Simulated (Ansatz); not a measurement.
Relaxed CaO (rock salt):

```
CELL_PARAMETERS angstrom
      0.00000     2.41535     2.41535
      2.41535     0.00000     2.41535
      2.41535     2.41535     0.00000
ATOMIC_POSITIONS crystal
  O  0.00000 0.00000 0.00000
  Ca 0.50000 0.50000 0.50000
```

A phonon eigenvector at Γ is frozen into this cell: atom i moves by Q times the vector below, so Q is the largest atomic displacement, in Å. The cell is held. It is one choice among 3 degenerate patterns.

```tsv
atom	x	y	z
O1	0.000	0.000	1.000
Ca2	0.000	0.000	-0.399
```

Method: PBE (plane waves to 420 eV, PAW, scalar-relativistic; Ansatz, an electronic-structure program). k mesh 12×12×12 (Γ-centred), Fermi-Dirac smearing 0.05 eV. Energies are smeared free energies. CaO was relaxed with its symmetry unable to fall. ΔE is measured from the undisplaced structure.

Question: Estimate the ΔE (meV/cell) and −dE/dQ from forces (eV/Å) for Q (Å) = -0.280, -0.233, -0.187, -0.140, 0.093, 0.280.

Answer: 
```json
[
 {"Q (Å)": "-0.280", "ΔE (meV/cell)": "329", "−dE/dQ from forces (eV/Å)": "3.215"},
 {"Q (Å)": "-0.233", "ΔE (meV/cell)": "203", "−dE/dQ from forces (eV/Å)": "2.229"},
 {"Q (Å)": "-0.187", "ΔE (meV/cell)": "117", "−dE/dQ from forces (eV/Å)": "1.498"},
 {"Q (Å)": "-0.140", "ΔE (meV/cell)": "60", "−dE/dQ from forces (eV/Å)": "0.960"},
 {"Q (Å)": "0.093", "ΔE (meV/cell)": "25", "−dE/dQ from forces (eV/Å)": "-0.563"},
 {"Q (Å)": "0.280", "ΔE (meV/cell)": "329", "−dE/dQ from forces (eV/Å)": "-3.215"}
]
```

(For displaced atoms, the force is minus the slope of the energy, and its curvature is a force constant, which sets phonon frequencies.)
